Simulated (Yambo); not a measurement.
Material: AgI (zinc blende, space group F-43m, No. 216) under isotropic strain of +1 % on all lattice vectors; a = 4.603 Å, b = 4.603 Å, c = 4.603 Å, α = 60.00°, β = 60.00°, γ = 60.00° (2 atoms in the cell). The PBEsol cell relaxed from Materials Project entry mp-22925 was given an isotropic strain of +1 % on all lattice vectors, and the atoms were relaxed again.

With PBEsol (pw.x of Quantum ESPRESSO, ONCV potentials, without SOC), the gap between the mesh's edge points (Γ → Γ) is 1.199 eV.

### Question
By how much does one-shot G0W0 (Yambo; 4×4×4 Γ-centred k mesh, bands 5 to 129 and a 8 Ry block in the screening, 129 bands in G with the Bruneval-Gonze terminator, plasmon pole fitted at 27.2 eV) open this gap, and what gap results?

### Answer
The correction is 1.206 eV, giving 2.405 eV, 2.0 times the PBEsol value.  Convergence of the G0W0 settings was not tested. Spin-orbit coupling is left out, which matters for elements this heavy: edges can move by tenths of an eV.
